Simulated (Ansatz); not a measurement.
BaTe:
```yaml
crystal:
  lattice:
    - [0.00000, 3.47077, 3.47077]
    - [3.47077, 0.00000, 3.47077]
    - [3.47077, 3.47077, 0.00000]
  atoms:
    - { symbol: Ba, position: [0.00000, 0.00000, 0.00000] }
    - { symbol: Te, position: [0.50000, 0.50000, 0.50000] }
```

Relaxed with PBEsol.

Q: Give the optical modes at the zone centre with their infrared activity from DFPT, DFT-PBEsol in the program Ansatz with PAW potentials.

A: Transverse frequencies, without the LO–TO term; a row sums one degenerate level.

```tsv
ω (cm⁻¹)	degeneracy	IR ((D/Å)²/amu)	activity	symmetry
95	3	6.94	IR	T1u
```

Space group Fm-3m (rock salt). The cell was relaxed with PBEsol under the symmetry of its start; of distortions, only those at the zone centre were tested. Spin–orbit coupling is left out wherever it is not named.

Potentials: the later of the program's two PAW sets.
